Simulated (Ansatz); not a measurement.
Cr₂O₃:
```
Cr2O3
1.0
    2.47203     1.42723     4.54719
   -2.47203     1.42723     4.54719
    0.00000    -2.85446     4.54719
Cr O
4 6
Direct
  0.65313   0.65313   0.65313
  0.34687   0.34687   0.34687
  0.84687   0.84687   0.84687
  0.15313   0.15313   0.15313
  0.05744   0.75000   0.44256
  0.94256   0.25000   0.55744
  0.75000   0.44256   0.05744
  0.25000   0.55744   0.94256
  0.44256   0.05744   0.75000
  0.55744   0.94256   0.25000
```
The run is spin-polarised.

This is the r²SCAN-relaxed structure.

All from r²SCAN (plane waves, PAW; program Ansatz), unless another level is named. Predict the magnetic order.

antiferromagnetic.

Give the Bader charges.

Cr +1.85, O -1.23 e.

Space group R-3c (corundum). The cell was relaxed with r²SCAN under the symmetry of its start, as lowered by the spin order. The final state is antiferromagnetic, chosen from 5 collinear starts compared on coarse meshes (ties went to the first, and starts can fall back to one state), not a proven ground state. Textbook magnetic order: antiferromagnetic. Other orbital occupations within this spin state were not tried. No Hubbard U is applied.

Potentials: the later of the program's two PAW sets.
